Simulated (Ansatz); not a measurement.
The relaxed structure here is a generated cell of VBiO4: the first start was made by placing the elements on the sites of a structure type, and the end was not matched to a known phase here, so it may be hypothetical. Known forms of VBiO4 include space group No. 88.

A relaxed structure of VBiO4. Space group P6/mmm (No. 191). All values below come from PBE (plane waves to 420 eV, PAW, scalar-relativistic; Ansatz, a quantum-chemistry and plane-wave program).

```cif
data_BiO4V
_chemical_formula_sum 'V1 Bi1 O4'
_space_group_name_H-M_alt 'P6/mmm'
_space_group_IT_number 191
_space_group_name_Hall '-P 6 2'
_cell_length_a 3.63775
_cell_length_b 3.63775
_cell_length_c 5.66240
_cell_angle_alpha 90.000
_cell_angle_beta 90.000
_cell_angle_gamma 120.000
loop_
_atom_site_label
_atom_site_type_symbol
_atom_site_symmetry_multiplicity
_atom_site_Wyckoff_symbol
_atom_site_fract_x
_atom_site_fract_y
_atom_site_fract_z
_atom_site_occupancy
V1 V 1 b 0.00000 0.00000 0.50000 1
Bi1 Bi 1 a 0.00000 0.00000 0.00000 1
O1 O 4 h 0.33333 0.66667 0.28651 1
```

**Question.** Predict the magnetic moment from PBE.

**Answer.** Net 0.17 μB/atom, ferromagnetic.

Spin state reached: ferromagnetic (net 0.17 μB/atom), from parallel starting moments; other spin orders were not run from this start. No Hubbard U is applied.

The run could not lower the symmetry of its start; a shaken copy of this end point relaxes with PBE to Cc (No. 9), 1.66 eV/atom lower.
